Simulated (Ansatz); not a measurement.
HgTe (zinc blende, space group No. 216) at seven volumes, the program Ansatz at the LDA level (PAW), scaled uniformly. One row is withheld.

```tsv
V (Å³/atom)	P (GPa)
30.306	5.70
31.305	3.44
32.304	1.56
33.304	0.00
34.303	?
35.302	-2.38
36.301	-3.28
```

**Question.** Fit the shown pressures and predict the withheld one.

**Answer.** P = (3/2)B₀(x^(7/2) − x^(5/2))[1 + (3/4)(B′ − 4)(x − 1)] with x = (V₀/V)^(2/3). Least squares on the six rows gives V₀ = 33.303 Å³/atom, B₀ = 47.4 GPa, B′ = 5.13. At V = 34.303, x = 0.9805 and P = -1.30 GPa. The run itself gave -1.30 GPa.

Space group F-43m (zinc blende). Symmetry was held in the LDA relaxation; of distortions, only those at the zone centre were tested. Scalar-relativistic: spin–orbit coupling is off unless named, which matters more the heavier the elements.

Potentials: the later of the program's two PAW sets.
